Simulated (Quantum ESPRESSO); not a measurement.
Field gradients of Sr$_{4}$Te$_{3}$Se from PBE PAW (JTH datasets; density from pw.x of a modified build of Quantum ESPRESSO, gradients reconstructed from it by a script). The input of pw.x:

```
&CONTROL
  calculation = 'scf'
  prefix = 'x'
  pseudo_dir = './pseudo'
  outdir = './out'
  tprnfor = .true.
/
&SYSTEM
  ibrav = 0
  nat = 8
  ntyp = 3
  ecutwfc = 40
  ecutrho = 160
  occupations = 'fixed'
  nbnd = 36
/
&ELECTRONS
  conv_thr = 1e-11
/
ATOMIC_SPECIES
Sr 87.620 Sr.GGA_PBE-JTH.UPF
Se 78.971 Se.GGA_PBE-JTH.UPF
Te 127.600 Te.GGA_PBE-JTH.UPF
CELL_PARAMETERS angstrom
    6.624282526000     0.000000000000     0.000000000000
    0.000000000000     6.624282526000     0.000000000000
    0.000000000000     0.000000000000     6.624282526000
ATOMIC_POSITIONS crystal
Sr     0.000000000000     0.000000000000     0.000000000000
Se     0.500000000000     0.000000000000     0.000000000000
Sr     0.000000000000     0.500000000000     0.500000000000
Te     0.500000000000     0.500000000000     0.500000000000
Sr     0.500000000000     0.000000000000     0.500000000000
Te     0.000000000000     0.000000000000     0.500000000000
Sr     0.500000000000     0.500000000000     0.000000000000
Te     0.000000000000     0.500000000000     0.000000000000
K_POINTS automatic
4 4 4 0 0 0
```
The cell was made here from a computed Materials Project entry: one of 4 Te replaced by Se, cell and atoms relaxed (PBE without dispersion, pw.x of Quantum ESPRESSO, symmetry kept). The parent is SrTe in Fm-3m; whether this form has been observed was not checked. The swapped cell is a model, not a known phase. Stability against distortions was not tested.

Vzz is the sum of three terms, each taken along its main axis: the smooth valence density, the ions (nucleus and frozen core) with the augmentation charges of all other spheres, and the all-electron minus smooth density in the atom's own sphere. The split hangs on the datasets.  Cores are frozen. Sr had no test against all-electron runs.

| site | smooth valence density | ions and other spheres | own sphere | Vzz (a.u.) |
|---|---|---|---|---|
| Sr1 (atoms 1, 5, 7) | -0.002 | 0.001 | ? | ? |

Problem. Complete the blanks.

Solution. 
- Sr1 (atoms 1, 5, 7), own sphere: 0.111
- Sr1 (atoms 1, 5, 7), Vzz (a.u.): 0.110
